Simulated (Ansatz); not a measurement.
TiO₂:
Space group I4₁/amd, origin choice 1 (No. 141); a = b = 3.740 Å, c = 9.460 Å, α = β = γ = 90.00°

| atom | site | symmetry | x | y | z |
|---|---|---|---|---|---|
| Ti | 4a | -4m2 | 0.0000 | 0.0000 | 0.0000 |
| O | 8e | 2mm. | 0.0000 | 0.0000 | 0.2079 |
(The calculation used a cell of 6 atoms; values per cell refer to that cell.)

Relaxed with LDA.

**Question.** Decompose the optical modes at the zone centre into irreducible representations, and say which are infrared and Raman allowed.

**Answer.** Point group 4/mmm: Γ_opt = A1g + A2u + 2B1g + B2u + 3Eg + 2Eu. Infrared: A2u, Eu. Raman: A1g, B1g, Eg.

**Question.** Assign frequencies (DFPT, plane-wave PAW LDA (Ansatz code); without the LO–TO term).

**Answer.** Eg 150, Eg 164, Eu 241, A2u 348, B1g 384, Eu 442, B1g 503, A1g 528, B2u 551, Eg 638 cm⁻¹.

Subscripts of B labels follow the axes of the standard setting.

Space group I4_1/amd (anatase). Symmetry was held in the LDA relaxation. The run is not spin-polarised.

Potentials: the earlier of the program's two PAW sets. The files were generated under PBE; for other functionals the program regenerates the frozen cores, and for LDA and PBEsol the local potential too.
